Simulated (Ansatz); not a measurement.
V₃O₅ in space group P-1 (No. 2; Pearson symbol aP16), r²SCAN in the plane-wave PAW code Ansatz, all energies at zero smearing, with the estimated change up to a 700 eV cutoff added, with one set of potentials and settings (totals compare only within such a set). Cell of 16 atoms (6 V, 10 O): -23204.852 eV.

```
element                            reference phase  E (eV/atom)
-------  -----------------------------------------  -----------
V                       Im-3m, 1 atoms in the cell   -2917.0669
O        C2/m, 4 atoms in the cell, spin-polarised    -566.0281
```

Formation energy per atom, worked out: (-23204.852 − 6×(-2917.0669) − 10×(-566.0281))/16 = -2.636 eV/atom (-254 kJ per mol of atoms), at 0 K, without zero-point energy or fitted corrections.

The first step of the workflow began from a Materials Project structure, measured or hypothetical; the Crystallography Open Database copy checked does not list it. COD files the formula under space group No. 13, 14, 15. Whether it is the stable phase at ambient conditions was not checked. Symmetry was held in the r²SCAN relaxation, as lowered by the spin order; its stability against distortions is not shown here. The final state is ferrimagnetic, the only order run, not a proven ground state. Other orbital occupations within this spin state were not tried. No Hubbard U is applied. The references are the lowest solids computed at this level, not always the standard phases (solids in place of the gases).

Potentials: the later of the program's two PAW sets.
